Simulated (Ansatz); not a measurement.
Y (hcp (Mg type), space group No. 194) is relaxed with plane-wave PAW r²SCAN (Ansatz code). What lattice parameters of the conventional cell result?

a = 3.686 Å, c = 5.693 Å.

Space group P6_3/mmc (hcp (Mg type)). Symmetry was held in the r²SCAN relaxation; of distortions, only those at the zone centre were tested. The run is not spin-polarised. Axis ratios of metals converge slowly with the k-mesh, so a and c are less sure than the volume.

Potentials: the later of the program's two PAW sets.
